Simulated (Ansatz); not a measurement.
Ge2Rh:
```
CELL_PARAMETERS angstrom
      0.00000     4.09688     4.95070
      2.35120     0.00000     4.95070
      2.35120     4.09688     0.00000
ATOMIC_POSITIONS crystal
  Ge 0.66918 0.33082 0.66918
  Ge 0.33082 0.66918 0.33082
  Ge 0.58082 0.91918 0.58082
  Ge 0.91918 0.58082 0.91918
  Rh 0.00000 0.00000 0.00000
  Rh 0.25000 0.25000 0.25000
```

Relaxed with PBE. Special points in fractions of this cell's reciprocal vectors: Γ (0.000, 0.000, 0.000); Y (0.500, 0.000, 0.500); T (1.000, 0.500, 0.500); Z (0.500, 0.500, 0.000); Σ0 (0.000, 0.389, 0.389); U0 (1.000, 0.611, 0.611); C0 (0.500, 0.224, 0.724); A0 (0.500, 0.776, 0.276); L (0.500, 0.500, 0.500).

Task: List the band energies nearest the Fermi level at these points for PBE in the plane-wave PAW code Ansatz.

Result: In eV from the Fermi level; about four levels below and three above (degenerate sets whole), none deeper than 8.9 eV; points with the same levels are listed once.

| k | below | above |
|---|---|---|
| Γ | -1.85 -1.18 -0.80 -0.47 | 0.60 0.82 1.10 |
| Y | -0.70 -0.70 -0.03 -0.03 | 0.77 0.77 3.95 3.95 |
| T | -2.29 -2.29 -0.82 -0.82 | 0.19 0.19 2.43 2.43 |
| Z | -2.65 -2.65 -2.07 -2.07 | 0.39 0.39 0.86 0.86 |
| Σ0 | -2.25 -2.05 -1.06 -0.88 | 0.46 1.52 2.47 |
| C0 | -0.97 -0.97 -0.01 -0.01 | 1.96 1.96 2.37 2.37 |
| L | -1.66 -1.11 -0.83 -0.43 | 0.16 0.89 1.83 |

Space group Fddd. The cell is a constructed one: a structure type filled with these elements; neither database checked (COD, Materials Project) lists it. Whether it is the stable phase at ambient conditions was not checked. The PBE relaxation kept the symmetry of its start; whether a distortion lowers the energy is not shown. No spin polarisation was allowed. Spin–orbit coupling is left out wherever it is not named.

Potentials: the later of the program's two PAW sets.
